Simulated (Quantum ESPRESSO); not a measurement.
## Pd2W3Ti2Ta (input and log of a self-consistent run)

Computed values, not a measurement. The program is pw.x of Quantum ESPRESSO 7.5 (plane-wave density functional theory). The cell is made up: eight metal atoms on a face-centred cubic lattice, with elements, volume, strain and displacements drawn at random and not relaxed, so it may be unstable or far from any real phase. PseudoDojo standard norm-conserving files set the functional (PBE unless stated); there is no spin polarisation or spin-orbit coupling, the Fermi-Dirac width of 0.25 eV means electrons at about 2900 K, and the masses in the input are unused placeholders. Heavy elements are run without spin-orbit coupling, which real alloys of them have. A spin test at this wide smearing found no moment, but such smearing suppresses magnetism that the real alloy may have.

Input:

```
&control calculation='scf', pseudo_dir='./dojo.nc.sr.pbe.v0_5.standard.upf', outdir='./o', disk_io='minimal', tprnfor=.true., tstress=.true. /
&system ibrav=0, nat=8, ntyp=4, nbnd=76, ecutwfc=84.00895049, nosym=.true., tot_charge=0,
 occupations='smearing', smearing='fd', degauss=0.0183746611
/
&electrons conv_thr=1.470e-08, electron_maxstep=70, mixing_beta=0.5 /
ATOMIC_SPECIES
Pd 1.0 Pd.upf
Ta 1.0 Ta.upf
Ti 1.0 Ti.upf
W 1.0 W.upf
CELL_PARAMETERS angstrom
2.044 4.088 2.044
2.044 -4.088 2.044
2.044 0.0 -6.1319
ATOMIC_POSITIONS angstrom
Pd 0.028 0.0166 -0.0048
W 2.0054 -1.9912 -0.0357
Ti 1.9428 -0.0282 -1.9706
W 4.0719 -2.11 -2.0086
Pd 1.942 -0.0405 1.9135
Ta 2.051 2.0994 -0.0018
Ti 4.2096 0.0568 0.0766
W 4.151 1.9542 -2.2071
K_POINTS automatic
5 5 4 1 1 1
```

The log is shortened where brackets say so; the opening notice, blank lines, dates and the lines on written files are dropped, and the path of the files is cut. It prints rydbergs, bohrs and kilobars, and counts compression as positive stress. Its total energy is the free energy E - TS of the whole cell.

```
     Program PWSCF v.7.5
     Parallel version (MPI & OpenMP), running on       4 processor cores
     Number of MPI processes:                 4
     Threads/MPI process:                     1
     [start-up lines left out]
     bravais-lattice index     =            0
     lattice parameter (alat)  =       9.4614  a.u.
     unit-cell volume          =     922.0489 (a.u.)^3
     number of atoms/cell      =            8
     number of atomic types    =            4
     number of electrons       =       115.00
     number of Kohn-Sham states=           76
     kinetic-energy cutoff     =      84.0090  Ry
     charge density cutoff     =     336.0358  Ry
     scf convergence threshold =      1.5E-08
     mixing beta               =       0.5000
     number of iterations used =            8  plain     mixing
     Exchange-correlation= PBE
                           (   1   4   3   4   0   0   0)
     [axes and pseudopotential details left out]
   Cartesian axes
     site n.     atom                  positions (alat units)
         1        Pd     tau(   1) = (   0.0055924   0.0033155  -0.0009587  )
         2        W      tau(   2) = (   0.4005387  -0.3977025  -0.0071304  )
         3        Ti     tau(   3) = (   0.3880356  -0.0056324  -0.3935881  )
         4        W      tau(   4) = (   0.8132809  -0.4214305  -0.4011778  )
         5        Pd     tau(   5) = (   0.3878758  -0.0080891   0.3821835  )
         6        Ta     tau(   6) = (   0.4096464   0.4193133  -0.0003595  )
         7        Ti     tau(   7) = (   0.8407838   0.0113447   0.0152993  )
         8        W      tau(   8) = (   0.8290796   0.3903125  -0.4408243  )
     number of k points=    50  Fermi-Dirac smearing, width (Ry)=  0.0184
                       cart. coord. in units 2pi/alat
        k(    1) = (   0.2602585   0.0000000  -0.0153095), wk =   0.0400000
        k(    2) = (   0.4133535   0.0000000  -0.1684045), wk =   0.0400000
     [further k points left out]
     Dense  grid:    96101 G-vectors     FFT dimensions: (  60,  60,  72)
     Estimated max dynamical RAM per process >     368.82 MB
     Estimated total dynamical RAM >       1.37 GB
     Initial potential from superposition of free atoms
     starting charge     114.9940, renormalised to     115.0000
     Starting wfcs are   78 randomized atomic wfcs
     total cpu time spent up to now is        5.6 secs
     per-process dynamical memory:   291.5 Mb
     Self-consistent Calculation
     iteration #  1     ecut=    84.01 Ry     beta= 0.50
     Davidson diagonalization with overlap
     ethr =  1.00E-02,  avg # of iterations =  3.5
     total cpu time spent up to now is       19.2 secs
     total energy              =   -1346.25946167 Ry
     estimated scf accuracy    <      27.90454844 Ry
     iteration #  2     ecut=    84.01 Ry     beta= 0.50
     Davidson diagonalization with overlap
     ethr =  1.00E-02,  avg # of iterations =  3.2
     total cpu time spent up to now is       36.3 secs
     total energy              =   -1359.96789145 Ry
     estimated scf accuracy    <      92.51974259 Ry
     iteration #  3     ecut=    84.01 Ry     beta= 0.50
     Davidson diagonalization with overlap
     ethr =  1.00E-02,  avg # of iterations =  4.1
     total cpu time spent up to now is       50.7 secs
     total energy              =   -1365.03020351 Ry
     estimated scf accuracy    <      13.32848566 Ry
     iteration #  4     ecut=    84.01 Ry     beta= 0.50
     Davidson diagonalization with overlap
     ethr =  1.00E-02,  avg # of iterations =  1.9
     total cpu time spent up to now is       62.8 secs
     total energy              =   -1364.78612670 Ry
     estimated scf accuracy    <       7.88009162 Ry
     iteration #  5     ecut=    84.01 Ry     beta= 0.50
     Davidson diagonalization with overlap
     ethr =  6.85E-03,  avg # of iterations =  3.0
     total cpu time spent up to now is       74.8 secs
     total energy              =   -1364.54137243 Ry
     estimated scf accuracy    <       4.11206107 Ry
     [iterations 6 to 17 left out]
     iteration # 18     ecut=    84.01 Ry     beta= 0.50
     Davidson diagonalization with overlap
     ethr =  3.52E-09,  avg # of iterations =  2.0
     total cpu time spent up to now is      255.3 secs
     total energy              =   -1364.65407582 Ry
     estimated scf accuracy    <       0.00000099 Ry
     iteration # 19     ecut=    84.01 Ry     beta= 0.50
     Davidson diagonalization with overlap
     ethr =  8.64E-10,  avg # of iterations =  2.1
     total cpu time spent up to now is      267.1 secs
     total energy              =   -1364.65407591 Ry
     estimated scf accuracy    <       0.00000038 Ry
     iteration # 20     ecut=    84.01 Ry     beta= 0.50
     Davidson diagonalization with overlap
     ethr =  3.33E-10,  avg # of iterations =  2.1
     total cpu time spent up to now is      278.7 secs
     total energy              =   -1364.65407595 Ry
     estimated scf accuracy    <       0.00000004 Ry
     iteration # 21     ecut=    84.01 Ry     beta= 0.50
     Davidson diagonalization with overlap
     ethr =  3.11E-11,  avg # of iterations =  4.7
     total cpu time spent up to now is      294.9 secs
     total energy              =   -1364.65407595 Ry
     estimated scf accuracy    <       0.00000008 Ry
     iteration # 22     ecut=    84.01 Ry     beta= 0.50
     Davidson diagonalization with overlap
     ethr =  3.11E-11,  avg # of iterations =  2.0
     total cpu time spent up to now is      307.9 secs
     End of self-consistent calculation
     [lines on levels left out]
!    total energy              =   -1364.65407595 Ry
     estimated scf accuracy    <          4.3E-09 Ry
     smearing contrib. (-TS)   =      -0.14119279 Ry
     internal energy E=F+TS    =   -1364.51288316 Ry
     The total energy is F=E-TS. E is the sum of the following terms:
     one-electron contribution =    -378.23109802 Ry
     hartree contribution      =     246.35152784 Ry
     xc contribution           =    -248.14061408 Ry
     ewald contribution        =    -984.49269890 Ry
     convergence has been achieved in  22 iterations
     Forces acting on atoms (cartesian axes, Ry/au):
     atom    1 type  1   force =    -0.02594698    0.00255985   -0.00595546
     atom    2 type  4   force =     0.02839512   -0.01798536   -0.00222410
     atom    3 type  3   force =     0.05717894    0.00897887   -0.03131962
     atom    4 type  4   force =    -0.01118884    0.03072866    0.01539810
     atom    5 type  1   force =     0.01772755    0.00207972    0.03020308
     atom    6 type  2   force =    -0.01807998   -0.02333263   -0.00092931
     atom    7 type  3   force =    -0.02214502   -0.01350449   -0.03704008
     atom    8 type  4   force =    -0.02594079    0.01047539    0.03186740
     Total force =     0.115903     Total SCF correction =     0.000199
     Computing stress (Cartesian axis) and pressure
          total   stress  (Ry/bohr**3)                   (kbar)     P=      -60.84
  -0.00048142  -0.00000503  -0.00003550          -70.82       -0.74       -5.22
  -0.00000503  -0.00025568   0.00005053           -0.74      -37.61        7.43
  -0.00003550   0.00005053  -0.00050362           -5.22        7.43      -74.09
     init_run     :      5.31s CPU      5.49s WALL (       1 calls)
     electrons    :    296.36s CPU    302.35s WALL (       1 calls)
     forces       :      2.81s CPU      2.83s WALL (       1 calls)
     stress       :      7.68s CPU      7.82s WALL (       1 calls)
     [timing details left out]
     PWSCF        :   5m12.23s CPU   5m18.63s WALL
     JOB DONE.
```

In other units: free energy -18567.065 eV for the cell, pressure -6.08 GPa, largest force component 1.470 eV/Å in size. The run took 320 s of wall time with four MPI processes on a shared machine (Intel Xeon, 2023 or later, virtual cores), so the time is rough. A rerun of this cell at a higher cutoff and on a denser mesh moved values by no more than 0.004 eV in energy, 0.02 GPa in stress and 0.008 eV/Å in force, and a second program with other atomic files agreed on that cell to 2 % rms in force and 0.5 GPa in pressure.